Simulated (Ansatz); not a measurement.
Computed properties of Si2W

Si2W:
```
Si2W
1.0
    0.00000     3.93455     4.45970
    2.27860     0.00000     4.45970
    2.27860     3.93455     0.00000
Si W
4 2
Direct
  0.66407   0.33593   0.66407
  0.33593   0.66407   0.33593
  0.58593   0.91407   0.58593
  0.91407   0.58593   0.91407
  0.00000   0.00000   0.00000
  0.25000   0.25000   0.25000
```

Space group Fddd (No. 70); conventional cell a = 4.557 Å, b = 7.869 Å, c = 8.919 Å, α = β = γ = 90.00°.

Method: DFT-PBEsol in the program Ansatz with PAW potentials. The cell and atoms are relaxed at this level. Other levels are named where they apply.

### Cell and energy

```yaml
volume_per_atom: 13.33 Å³
density: 9.97 g/cm³
Formation energy from the elements (no fitted shifts): -0.33 eV/atom
```

### Electronic structure

```yaml
electronic_character: metallic (no gap)
Density of states at the Fermi level: 0.30 states/eV per atom (mean over ±0.08 eV)
Gap with spin–orbit coupling: none (metallic)
```

### Mechanics

```yaml
Bulk modulus (Birch–Murnaghan fit): 230 GPa
Pressure derivative B′: 4.5
```

### Phonons

```yaml
highest_zone_centre_frequency: 406 cm⁻¹
zone_centre_stability: no imaginary mode at Γ
```

A made-up cell: these elements were put on the sites of a structure type; neither database checked (COD, Materials Project) lists it. It is not the phase usual at ambient conditions (space group No. 139). Symmetry was held in the PBEsol relaxation. No spin polarisation was allowed. As this level gives no gap, phonon frequencies hold no LO–TO term and depend on the k-mesh and smearing (Fermi–Dirac, 0.1 eV here). The references are the lowest solids computed at this level, not always the standard phases. Spin–orbit coupling is left out wherever it is not named.

Potentials: the earlier of the program's two PAW sets. The files were generated under PBE; for other functionals the program regenerates the frozen cores, and for LDA and PBEsol the local potential too.
